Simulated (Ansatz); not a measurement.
Band structure of BiPd

```
CELL_PARAMETERS angstrom
4.23000 0.00000 0.00000
-2.11500 3.66329 0.00000
0.00000 0.00000 5.69000
ATOMIC_POSITIONS crystal
Bi 0.33333 0.66667 0.25000
Bi 0.66667 0.33333 0.75000
Pd 0.00000 0.00000 0.00000
Pd 0.00000 0.00000 0.50000
```

Atom numbers follow the list: Bi1, Bi2, Pd3, Pd4.

The conventional cell has a = 4.230 Å, b = 4.230 Å, c = 5.690 Å, α = 90.00°, β = 90.00°, γ = 120.00°. Around Bi (atom 1) lie 6 Pd at 2.83 Å. Pd (atom 3) has 6 Bi at 2.83 Å and 2 Pd at 2.85 Å as nearest neighbours.

The cell is COD entry 9004224, as deposited and not checked against the literature; nothing was relaxed.

Spin polarisation is left out, and whether a magnetic state lies lower isn't shown here.

No spin–orbit coupling, which matters for the heavy atoms here.

Computed with DFT, PBEsol, all-electron LAPW, scalar-relativistic in Ansatz 0.2.0.

Sampling and basis: a Γ-centred 9×9×6 k mesh, Fermi–Dirac smearing of 0.03 eV, basis error target 0.5 meV/atom, no spin polarisation.

Points in fractions of the reciprocal vectors of this cell: Γ (0, 0, 0), M (0.5, 0, 0), K (0.333, 0.333, 0), A (0, 0, 0.5), L (0.5, 0, 0.5), H (0.333, 0.333, 0.5). The path runs Γ–M–K–Γ–A–L–H–A–L. Energies are in eV from the Fermi level; (×n) counts levels within 4 meV of each other, which need not be degenerate by symmetry.

(1) Is there a gap?

(2) List the levels between -5 and 5 eV at the symmetry points.

Answers

(1) none: bands cross the Fermi level, a metal.

(2) 
Γ: -4.72 (×2), -4.29, -3.43 (×2), -2.90 (×2), -2.06 (×2), 0.04, 0.89 (×2), 2.92, 3.08, 3.18 (×2), 3.67
M: -4.56, -4.15, -4.08, -2.93, -2.75, -2.68, -2.65, -2.46, -2.16, -2.04, -2.02, -2.02, -1.28, 1.70, 4.15, 4.44, 4.66
K: -4.83 (×2), -3.67 (×2), -3.60, -2.73 (×2), -2.09 (×2), -1.95, -1.43, -0.22 (×2), 0.28 (×2), 3.59
A: -3.92 (×4), -3.67 (×2), -2.90 (×4), -0.84 (×2), 2.41 (×4)
L: -3.89 (×2), -3.43 (×2), -2.77 (×2), -2.72 (×2), -2.43 (×2), 0.69 (×2), 1.53 (×2), 4.72 (×2)
H: -4.91 (×2), -4.10 (×2), -3.70 (×2), -2.85 (×2), -2.83 (×2), -2.12 (×2), -1.57 (×2), 4.05 (×2)
